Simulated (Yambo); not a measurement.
```
CELL_PARAMETERS angstrom
      3.65374     0.00000     0.00000
     -1.82687     3.16423     0.00000
      0.00000     0.00000     8.83531
ATOMIC_POSITIONS crystal
  O  0.44801 0.44801 0.50000
  O  0.55199 0.00000 0.16667
  O  0.00000 0.55199 0.83333
  Hg 0.76837 0.76837 0.00000
  Hg 0.23163 0.00000 0.66667
  Hg 0.00000 0.23163 0.33333
```

HgO (space group P3_221, No. 154): mean Im ε in 1 eV windows above the direct gap of 2.56 eV, for different electron-hole kernels (Yambo, broadening 0.15 eV, PBEsol (Quantum ESPRESSO, PseudoDojo norm-conserving, 84 Ry, no spin-orbit coupling) bands; 6×6×2 mesh, 17 valence and 6 conduction bands, static screening with 79 bands and a 3 Ry block, scissor 1.07 eV, Tamm-Dancoff; field along x).

```csv
window (eV),independent quasiparticles,RPA (no attraction),BSE
2.6 to 3.6,1.0,0.8,2.6
3.6 to 4.6,3.5,2.3,4.4
4.6 to 5.6,5.6,4.1,4.4
5.6 to 6.6,4.4,4.3,3.4
6.6 to 7.6,4.0,3.4,4.9
```

This run doesn't resolve bound excitons or single peaks, so only averages are given, and they too depend on the mesh; weight that the attraction moves below the gap isn't listed. All transitions below 7.89 eV are in the band window. The scissor comes from a G0W0 run whose convergence isn't established.

Spin-orbit coupling is left out, which matters for elements this heavy: edges can move by tenths of an eV.

Geometry relaxed with PBE+D3(BJ).

The structure is a Materials Project entry; no match was found in the copy of COD used, and its stability was not checked.
